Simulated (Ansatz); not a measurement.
## Computed properties of Si

Si:
```yaml
crystal:
  lattice:
    - [3.88165, 0.00000, 0.00000]
    - [-1.94083, 3.36161, 0.00000]
    - [0.00000, 0.00000, 4.07645]
  atoms:
    - { symbol: Si, position: [0.50000, 0.00000, 0.00000] }
    - { symbol: Si, position: [0.00000, 0.50000, 0.33333] }
    - { symbol: Si, position: [0.50000, 0.50000, 0.66667] }
```

Space group P6_422 (No. 181); conventional cell a = 3.8817 Å, b = 3.8817 Å, c = 4.0764 Å, α = 90.00°, β = 90.00°, γ = 120.00°.

Method: PBEsol in the plane-wave PAW code Ansatz. Geometry: relaxed at this level of theory. Other levels are named where they apply.

**Cell and energy**

- Volume per atom: 17.73 Å³
- Density: 2.63 g/cm³

**Electronic structure**

* **Electronic character**: no gap, with almost no states at the Fermi level (zero-gap or semimetallic)
* **Density of states at the Fermi level**: 0.02 states/eV per atom (mean over ±0.08 eV)
* **HSE06 gap on the PBEsol cell**: 0.17 eV (a hybrid on a coarse mesh can open a false gap in a semimetal)

**Mechanics**

- Bulk modulus (Birch–Murnaghan fit) = 1020 kbar
- Pressure derivative B′ = 4.3
- Elastic constants (relaxed ions, GPa) = C11 = 191, C12 = 55.5, C13 = 67.9, C33 = 162, C44 = 76.0
- Mechanical stability = stable (all eigenvalues of C positive)
- Hill bulk and shear moduli = 103 and 66.6 GPa
- Young's modulus = 164 GPa
- Poisson's ratio = 0.23
- Debye temperature from the elastic constants = 637 K

**Phonons**

Highest zone-centre frequency: 524 cm⁻¹
Zone-centre stability: no imaginary mode at Γ

The start of the workflow was typed in or built on a structure type; neither database checked (COD, Materials Project) lists it. It is not the phase usual at ambient conditions (space group No. 227). The PBEsol relaxation kept the symmetry of its start. As this level gives no gap, shear constants depend on the k-mesh and smearing (Fermi–Dirac, 0.1 eV here). As this level gives no gap, phonon frequencies hold no LO–TO term and depend on the k-mesh and smearing (Fermi–Dirac, 0.1 eV here).

Potentials: the later of the program's two PAW sets.
